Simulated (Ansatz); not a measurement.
Relaxed-ion elastic tensor of Ga$_{2}$O$_{3}$ in space group C2/m (No. 12; Pearson symbol mS20) in GPa (Voigt order), DFT-PBEsol in the program Ansatz with PAW potentials; density 5.90 g/cm³, 10.56 Å³ per atom.

```json
[
 {"": "1", "1": "223", "2": "117", "3": "130", "4": "0.0", "5": "-17.4", "6": "0.0"},
 {"": "2", "1": "117", "2": "332", "3": "79.9", "4": "0.0", "5": "11.6", "6": "0.0"},
 {"": "3", "1": "130", "2": "79.9", "3": "327", "4": "0.0", "5": "7.6", "6": "0.0"},
 {"": "4", "1": "0.0", "2": "0.0", "3": "0.0", "4": "51.8", "5": "0.0", "6": "18.4"},
 {"": "5", "1": "-17.4", "2": "11.6", "3": "7.6", "4": "0.0", "5": "65.9", "6": "0.0"},
 {"": "6", "1": "0.0", "2": "0.0", "3": "0.0", "4": "18.4", "5": "0.0", "6": "91.7"}
]
```

Task: Is the crystal mechanically stable?

Result: Yes: the smallest eigenvalue of C is 44.7 GPa.

Task: Work out the Voigt, Reuss and Hill averages.

Result: K_V = 171, K_R = 168, K_H = 169; G_V = 78.9, G_R = 66.9, G_H = 72.9 GPa.

Task: Give Young's modulus, Poisson's ratio, Pugh's ratio and the universal anisotropy index.

Result: E = 9KG/(3K + G) = 191 GPa; ν = 0.31; K/G = 2.32 (ductile by the Pugh limit of 1.75); A_U = 5G_V/G_R + K_V/K_R − 6 = 0.91.

Task: Estimate the sound speeds and the Debye temperature.

Result: v_l = √((K + 4G/3)/ρ) = 6720 m/s, v_t = √(G/ρ) = 3520 m/s, mean 3930 m/s; Θ = (h/k)(3n/4πV)^(1/3) v_m = 534 K.

Task: How much does each axis shrink under pressure?

Result: Linear compressibilities β_i = Σ_j S_ij (j = 1 to 3): x 2.7, y 1.7, z 1.6 per TPa.

Symmetry was held in the PBEsol relaxation.

Potentials: the earlier of the program's two PAW sets. The files were generated under PBE; for other functionals the program regenerates the frozen cores, and for LDA and PBEsol the local potential too.
